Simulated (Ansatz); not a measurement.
According to the program Ansatz at the PBE level (PAW), AlPd in the rock salt structure (Fm-3m) relaxes to a = 5.130 Å. Pd has 6 nearest neighbours from 2.57 Å (octahedral); Al has 6 nearest neighbours from 2.57 Å (octahedral). Its formation energy from the elements is -0.42 eV/atom, with no fitted shifts.

Electronic character: metallic (no gap). Gap from PBE with spin–orbit coupling: none (metallic).

An equation-of-state fit gives a bulk modulus of 109 GPa.

The start of the workflow was typed in or built on a structure type; neither database checked (COD, Materials Project) lists it. Its standing as an ambient phase is unchecked. The cell was relaxed with PBE under the symmetry of its start; its stability against distortions is not shown here. The run is not spin-polarised. The references are the lowest solids computed at this level, not always the standard phases. Scalar-relativistic: spin–orbit coupling is off unless named, which matters more the heavier the elements.

Potentials: the later of the program's two PAW sets.
